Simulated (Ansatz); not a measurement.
**Structures of Sr$_{2}$Cl$_{3}$: which is lowest?**

Plane-wave DFT in Ansatz with scalar-relativistic PAW potentials, cutoff 420 eV, Γ-centred meshes chosen by cell and gap, Gaussian smearing with energies taken to zero width. Every cell was relaxed (cell and atoms) in a run of its own, within the symmetry of its start. Functional: PBE.

Relaxed structures (starts from databases or built by putting these elements on another compound's sites):
A. P-3m1, 5 atoms in the computed cell, a = 5.135 Å, c = 6.154 Å; sites (symmetry × multiplicity) Sr 3m. × 2, Cl -3m. × 1 + 3m. × 2; start: built
B. R-3m, 5 atoms in the computed cell, a = 4.495 Å, c = 29.433 Å; sites (symmetry × multiplicity) Sr 3m × 6, Cl -3m × 3 + 3m × 6; start: built

Problem. Rank them by energy. Could pressure change the order?

Solution.
| structure | group | E − E(lowest) (meV/atom) | V (Å³/atom) | gap on mesh (eV) |
| --- | --- | --- | --- | --- |
| B | R-3m | 0.0 | 34.33 | 0.00 |
| A | P-3m1 | 6.6 | 28.11 | 0.00 |

B is lowest, 7 meV/atom under A. A is denser by 6.22 Å³/atom, so pressure favours it: ΔE/ΔV, with ΔE in eV and 1 eV/Å³ = 160.2 GPa, gives about 0.2 GPa for equal enthalpy if both cells were rigid, a rough figure since the two compress differently. Without a dispersion term the weakly bound lowest cell is too large, so ΔV and this pressure are artefacts in part: a slight pressure closes the gap between layers first. Other structures may lie lower than all of these, and vibrations aren't counted.

The cell has an odd number of electrons and was run without spin polarisation, which forces a half-filled band: energy, forces and stress belong to that artificial state.